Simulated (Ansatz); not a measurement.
**Zone-centre phonons of ZrHg: input and output**

All numbers below come from DFT LDA, scalar-relativistic, plane waves, PAW in Ansatz 0.2.0.

Launched with:
```bash
ansatz run input.yaml --threads 1 --pin off --max-ram 3072MiB --backend cpu --events-out ev --progress --plain --runs-dir out
```

Input (bare energies are in eV):
```yaml
crystal:
  lattice:
    - [3.0847426118, 0.0, 0.0]
    - [0.0, 3.0847426118, 0.0]
    - [0.0, 0.0, 4.1967569374]
  atoms:
    - { symbol: Zr, position: [0.5, 0.5, 0.5] }
    - { symbol: Hg, position: [0.0, 0.0, 0.0] }
basis:
  ecutwfc: 420
kpoints:
  mp_grid: { grid: [14, 14, 10] }
hamiltonian:
  xc: lda
scf:
  occupations: { method: fermi_dirac, width: 0.15 }
output:
  eigenvalues: true
phonons:
  method: dfpt
  eigenvectors: true
```

The end of the output:
```
--- Phonons (Γ-DFPT): 4 representative perturbations + reference, on 384 of 1960 k-points (Σ response iterations 12) ---
  k mesh reduced under 8 symmetry operations, with k and −k counted as one. Each operation leaves every solved displacement unchanged or reverses it
  ASR residual: 6.462e-4 → 0.000e0 eV/Å²; symmetrization residual: 1.592e-5 eV/Å²
  ASR residual per site (eV/Å²): 6.46e-4 8.37e-5
  Γ frequencies (cm⁻¹): 0.00 0.00 0.00 117.27 117.27 160.33
  non-analytic LO–TO correction: not included (Born effective charges unavailable; polar crystals: no LO–TO splitting at Γ)
```

Time: 2.1 min on 1 thread of Arm Neoverse V1, with other jobs on the host, peak memory 1.1 GiB.

In a metal, frequencies and elastic constants depend on the k mesh and the smearing, soft modes and shear constants most. Spin–orbit coupling is left out, which can shift energies with elements as heavy as these.